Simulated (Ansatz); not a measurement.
Li2O (anti-fluorite, space group No. 225), DFT-PBE in the program Ansatz with PAW potentials. The conduction-band minimum lies at X, with 3 equivalent valleys. Second derivatives d²E/dk² of the lowest band at one valley (eV·Å²), along Cartesian directions:

```
direction  d²E/dk²
---------  -------
[100]        8.944
[010]        17.47
[001]        17.47
[110]        13.21
[101]        13.21
[011]        17.47
```

Find the principal effective masses, the density-of-states mass and the conductivity mass.

Off-diagonal terms follow from H_xy = H[110] − (H_xx + H_yy)/2, and m*/mₑ = 7.620 eV·Å² over each eigenvalue: 0.44, 0.44, 0.85. One valley's DOS mass (m₁m₂m₃)^(1/3) = 0.55, conductivity mass 3/(Σ 1/mᵢ) = 0.52 mₑ.

What effective density of states Nc follows at 300 K for parabolic valleys?

Nc = 2.509e19 × 3 × (0.55)^(3/2) ≈ 3.1e19 cm⁻³.

Space group Fm-3m (anti-fluorite). The cell was relaxed with PBE under the symmetry of its start.

Potentials: the later of the program's two PAW sets.

Edges and masses are those of Kohn–Sham bands, whose gap is no quasiparticle gap.
